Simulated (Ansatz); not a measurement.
NbAs2 (space group C2/m)

```
CELL_PARAMETERS angstrom
      4.66689    -1.68068     0.00000
      4.66689     1.68068     0.00000
     -3.81386     0.00000     6.77288
ATOMIC_POSITIONS crystal
  Nb 0.15681 0.15681 0.19561
  Nb 0.84319 0.84319 0.80439
  As 0.85882 0.85882 0.47174
  As 0.14118 0.14118 0.52826
  As 0.59481 0.59481 0.89178
  As 0.40519 0.40519 0.10822
```

E(V) scan at fixed shape, V₀ the volume above. The atoms relax within the cell's symmetry.

Computed with PBEsol (plane waves to 420 eV, PAW, scalar-relativistic; Ansatz, a program for electronic structure). k mesh 15×15×7 (Γ-centred), Fermi-Dirac smearing 0.05 eV. The energy includes the smearing's −TS. At this level the bands of NbAs2 touch or barely overlap. NbAs2 is run without spin polarisation. NbAs2 was relaxed with its symmetry unable to fall. ΔE is measured from the relaxed starting cell.

**Question.** Estimate the ΔE (meV/atom) for V/V₀ = 0.840, 0.880, 0.960, 1.040, 1.120, 1.160.

**Answer.** 
```
V/V₀   ΔE (meV/atom)
-----  -------------
0.840            272
0.880            141
0.960             13
1.040             12
1.120             90
1.160            149
```

(A scan under strain: stresses follow from slopes of the energy per volume, elastic moduli from its curvatures.)
